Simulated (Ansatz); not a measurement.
Ge, first-principles data

Ge:
```
Ge
1.0
    1.49572    -2.35465     0.00000
    1.49572     2.35465     0.00000
    0.00000     0.00000     2.65950
Ge
1
Direct
  0.50000   0.50000   0.50000
```

Space group Cmmm (No. 65); conventional cell a = 2.9914 Å, b = 4.7093 Å, c = 2.6595 Å, α = 90.00°, β = 90.00°, γ = 90.00°.

Method: r²SCAN in the plane-wave PAW code Ansatz. Geometry: relaxed at this level of theory. Other levels are named where they apply.

**Cell and energy**

| Property | Result |
|---|---|
| Volume per atom | 18.73 Å³ |
| Density | 6.44 g/cm³ |

**Electronic structure**

| Property | Value |
|---|---|
| Electronic character | metallic (no gap) |
| Density of states at the Fermi level | 0.38 states/eV per atom (mean over ±0.08 eV) |
| Gap with spin–orbit coupling | none (metallic) |
| Z2 indices of the occupied bands with spin–orbit coupling | 0;(000) |

**Mechanics**

| Quantity | Value |
|---|---|
| Bulk modulus (Birch–Murnaghan fit) | 75.7 GPa |
| Pressure derivative B′ | 4.2 |
| Elastic constants (relaxed ions, GPa) | C11 = 95.7, C22 = 124, C33 = 196, C12 = 109, C13 = 7.0, C23 = 14.8, C44 = 61.3, C55 = 47.9, C66 = 27.9 |
| Mechanical stability | marginal (the smallest eigenvalue of C is near zero) |

The first step of the workflow began from a Materials Project structure, measured or hypothetical; the Crystallography Open Database copy checked does not list it. It is not the phase usual at ambient conditions (space group No. 227). Symmetry was held in the r²SCAN relaxation; its stability against distortions is not shown here. As this level gives no gap, shear constants depend on the k-mesh and smearing (Fermi–Dirac, 0.1 eV here). On the denser mesh and wider smearing of the elastic run this cell carries a stress of 1.3 GPa. Spin–orbit coupling is left out wherever it is not named.

Potentials: the later of the program's two PAW sets.
